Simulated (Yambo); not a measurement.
Yambo run on NiZnF$_{6}$ (space group R-3, No. 148). The wavefunctions are PBEsol (pw.x of Quantum ESPRESSO, ONCV potentials, no spin-orbit coupling) ones on a 4×4×4 mesh (40 occupied bands); a = b = c = 5.186 Å, α = β = γ = 55.75°.

Yambo input:

```
rim_cut
gw0
dyson
el_el_corr
HF_and_locXC
cohsex
em1s
RandQpts= 1000000
RandGvec= 1 Ry
EXXRLvcs= 98 Ry
VXCRLvcs= 392 Ry
Chimod= "HARTREE"
% BndsRnXs
 9 | 151 |
%
NGsBlkXs= 7 Ry
% LongDrXs
 1.0 | 1.0 | 1.0 |
%
ExtendOut
% QPkrange
 7 | 7 | 40 | 41 |
%
```

k points by index: 7 = F.

The o-*.qp file then holds:

```
#    K-point    Band    Eo [eV]    E [eV]    E-Eo [eV]    Vxc [eV]    Vnlxc [eV]    Sc|Eo [eV]    Re(Z)    Im(Z)
#
    7    40    0.000000    -1.959952    -1.959952    -28.59469    -37.41206    6.857418    1.000000    0.000000
    7    41    1.081591    1.698595    0.617004    -28.73349    -24.82631    -3.290174    1.000000    0.000000
```
(The two width columns are left out.) Convergence of these settings isn't established.

Geometry of the Materials Project entry, not relaxed at this level.

The structure is a Materials Project entry; no match was found in the copy of COD used, and its stability was not checked.

The runs are not spin-polarised; magnetic order was not tried.
